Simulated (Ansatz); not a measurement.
NbAs: all-electron results

```
Nb As
1.0
    -1.72585    1.72585    5.84000
     1.72585   -1.72585    5.84000
     1.72585    1.72585   -5.84000
Nb As
2 2
Direct
  0.75000 0.75000 0.00000
  0.50000 0.00000 0.50000
  0.16600 0.16600 0.00000
  0.91600 0.41600 0.50000
```

Atom numbers follow the list: Nb1, Nb2, As3, As4.

The cell comes from COD entry 1537320, which wasn't checked; take it as a given geometry.

All numbers are computed: DFT, LDA, all-electron LAPW, scalar-relativistic (Ansatz 0.2.0); DFT, LDA, PAW with Ansatz's default frozen-core files, scalar-relativistic (Ansatz 0.2.0).

For LAPW: a Γ-centred 15×15×15 k mesh, Fermi–Dirac smearing of 0.08 eV, basis error target 0.5 meV/atom, no spin polarisation. PAW takes a cutoff of 420 eV at this cell (files made with PBE, cores remade for this functional). The Ansatz runs share mesh, smearing and spin set-up. Values come from LAPW unless marked.

```yaml
Pressure_at_this_cell: -5.54 GPa
Largest_force: 0.00529 Ha/bohr on Nb1
Stress_xx_yy_zz_compression_positive: -6.05, -6.05, -4.53 GPa
Bader_charges_from_the_PAW_run: Nb1 +0.96, As3 -0.96 e
Density_of_states_at_the_Fermi_level_0.2_eV_bin: 0.13 states/eV per cell
Volume_per_atom: 17.39 Å³
```

Problem. Band gap: what does the calculation give?

Solution. None at this level of theory (metallic, semimetallic, or a small gap that the functional closes).

Problem. Give the computed value. Löwdin charges (with 0.18 e of the cell spilling out of the atomic basis, so their sizes and signs hang on that basis).

Solution. Nb1 0.12, As3 -0.03 e.
